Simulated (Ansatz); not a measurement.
InMo₂C:
```
InMo2C
1.0
    3.11243     0.00000     0.00000
   -1.55622     2.69545     0.00000
    0.00000     0.00000    13.95379
In Mo C
2 4 2
Direct
  0.33333   0.66667   0.75000
  0.66667   0.33333   0.25000
  0.33333   0.66667   0.08041
  0.66667   0.33333   0.58041
  0.66667   0.33333   0.91959
  0.33333   0.66667   0.41959
  0.00000   0.00000   0.00000
  0.00000   0.00000   0.50000
```

Relaxed with r²SCAN. Special points in fractions of this cell's reciprocal vectors: Γ (0.000, 0.000, 0.000); M (0.500, 0.000, 0.000); K (0.333, 0.333, 0.000); A (0.000, 0.000, 0.500); L (0.500, 0.000, 0.500); H (0.333, 0.333, 0.500).

### Question
List the band energies nearest the Fermi level at these points for r²SCAN with spin–orbit coupling (plane waves, PAW; program Ansatz).

### Answer
In eV from the Fermi level; about four levels below and three above (degenerate sets whole), none deeper than 8.9 eV; points with the same levels are listed once.

```json
[
 {"k": "Γ", "below": "-0.17 -0.17 -0.16 -0.16", "above": "1.15 1.15 1.16 1.16"},
 {"k": "M", "below": "-2.31 -2.31 -2.27 -2.27", "above": "0.48 0.48 0.60 0.60"},
 {"k": "K", "below": "-0.19 -0.19 -0.11 -0.11", "above": "0.42 0.42 0.44 0.44"},
 {"k": "A", "below": "-0.21 -0.21 -0.21 -0.21", "above": "1.16 1.16 1.16 1.16 1.17 1.17 1.17 1.17"},
 {"k": "L", "below": "-2.29 -2.29 -2.29 -2.29", "above": "0.65 0.65 0.65 0.65"},
 {"k": "H", "below": "-0.41 -0.41 -0.35 -0.35", "above": "0.96 0.96 1.02 1.02"}
]
```

Space group P6_3/mmc. The start of the workflow was typed in or built on a structure type; neither database checked (COD, Materials Project) lists it. Whether it is the stable phase at ambient conditions was not checked. The r²SCAN relaxation kept the symmetry of its start; its stability against distortions is not shown here. No spin polarisation was allowed.

Potentials: the earlier of the program's two PAW sets.
